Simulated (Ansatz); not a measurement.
An elastic tensor (GPa, Voigt order, standard axes) from DFT-PBEsol in the program Ansatz with PAW potentials:

```
 198  44.6  89.1   0.0   0.0   0.0
44.6   198  89.1   0.0   0.0   0.0
89.1  89.1   285   0.0   0.0   0.0
 0.0   0.0   0.0  35.6   0.0   0.0
 0.0   0.0   0.0   0.0  35.6   0.0
 0.0   0.0   0.0   0.0   0.0   9.9
```

Problem. Pick the material that matches.
A) WO2, P4_2/mnm (W on 2b, O on 4g)
B) VBiO4, I4_1/amd (V on 4b, Bi on 4a, O on 16h)
C) SnO2, rutile
D) Mg3ZnO4, P4/mmm (Pearson symbol tP8)

Solution. B, VBiO4, I4_1/amd (V on 4b, Bi on 4a, O on 16h)

The workflow started from a Materials Project entry (that database holds measured and hypothetical structures alike); the Crystallography Open Database files this formula in space group No. 141, but the cells were not matched. It is not the phase usual at ambient conditions (space group No. 88). The cell was relaxed with PBEsol under the symmetry of its start; whether a distortion lowers the energy is not shown. No spin polarisation was allowed. No Hubbard U is applied. Spin–orbit coupling is left out wherever it is not named.

Potentials: the later of the program's two PAW sets.
